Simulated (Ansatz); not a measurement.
Ta2C, first-principles data

Ta2C:
```
Ta2C
1.0
    3.48502     0.00000     0.00000
    0.00000     3.48502     0.00000
    0.00000     0.00000     6.46691
Ta C
4 2
Direct
  0.00000   0.00000   0.00000
  0.50000   0.50000   0.00000
  0.50000   0.00000   0.36744
  0.00000   0.50000   0.63256
  0.50000   0.00000   0.72505
  0.00000   0.50000   0.27495
```

Space group P4/nmm (No. 129); conventional cell a = b = 3.4850 Å, c = 6.4669 Å, α = β = γ = 90.00°.

Method: DFT-PBEsol in the program Ansatz with PAW potentials. Structure relaxed to zero pressure with the same functional. Other levels are named where they apply.

Cell and energy:

| Item | Value |
|---|---|
| Volume per atom | 13.09 Å³ |
| Density | 15.81 g/cm³ |
| Formation energy from the elements (no fitted shifts) | 0.31 eV/atom |

Electronic structure:

| Quantity | Result |
|---|---|
| Electronic character | metallic (no gap) |
| Density of states at the Fermi level | 0.37 states/eV per atom (mean over ±0.08 eV) |
| Gap with spin–orbit coupling | none (metallic) |

Mechanics:

| Item | Value |
|---|---|
| Bulk modulus (Birch–Murnaghan fit) | 268 GPa |
| Pressure derivative B′ | 4.3 |

Phonons:

| Property | Value |
|---|---|
| Highest zone-centre frequency | 460 cm⁻¹ |
| Zone-centre stability | no imaginary mode at Γ |

The cell is a constructed one: a structure type filled with these elements; neither database checked (COD, Materials Project) lists it. COD files the formula under space group No. 164. Its standing as an ambient phase is unchecked. The cell was relaxed with PBEsol under the symmetry of its start. No spin polarisation was allowed. As this level gives no gap, phonon frequencies hold no LO–TO term and depend on the k-mesh and smearing (Fermi–Dirac, 0.1 eV here). The references are the lowest solids computed at this level, not always the standard phases. Scalar-relativistic: spin–orbit coupling is off unless named, which matters more the heavier the elements.

Potentials: the earlier of the program's two PAW sets. The files were generated under PBE; for other functionals the program regenerates the frozen cores, and for LDA and PBEsol the local potential too.
